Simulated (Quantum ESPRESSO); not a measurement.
```
CsPbBr2I
1.0
    5.98037     0.00000     0.00000
    0.00000     5.98037     0.00000
    0.00000     0.00000     6.45234
Cs Pb I Br
1 1 1 2
Cartesian
  0.00000   0.00000   0.00000
  2.99018   2.99018   3.22617
  2.99018   2.99018   0.00000
  0.00000   2.99018   3.22617
  2.99018   0.00000   3.22617
```
The cell was made here from a computed Materials Project entry: one of 3 Br replaced by I, cell and atoms relaxed (PBE without dispersion, pw.x of a modified build of Quantum ESPRESSO, symmetry kept). The parent is CsPbBr3 in Pm-3m. The swapped cell is a model, not a known phase. Stability against distortions was not tested.

A lattice sum over point charges, one formal value an element (Cs +1, Pb +2, Br -1, I -1), with no Sternheimer factor, costs far less than a self-consistent run. Taken along the main axis of each site's self-consistent tensor, it gives:

```
site             V along that axis, point charges (a.u.)
---------------  ---------------------------------------
Cs (atom 1)                                        0.000
I (atom 3)                                         0.021
Br (atoms 4, 5)                                    0.031
```

### Question
How do the values of the PAW reconstruction of the field gradient on a scalar-relativistic PBE ground state (Quantum ESPRESSO, JTH datasets) compare?

### Answer
```csv
site,"Vzz, PAW (a.u.)",PAW over point charges
Cs,0.065,–
I,3.078,150
Br,2.181,70
```
  Cores are frozen. Against all-electron runs on small test molecules, this scheme's |Vzz| missed by −5 % on Br. Cs, I had no test against all-electron runs. Spin–orbit coupling is left out, a limit on Cs, I.
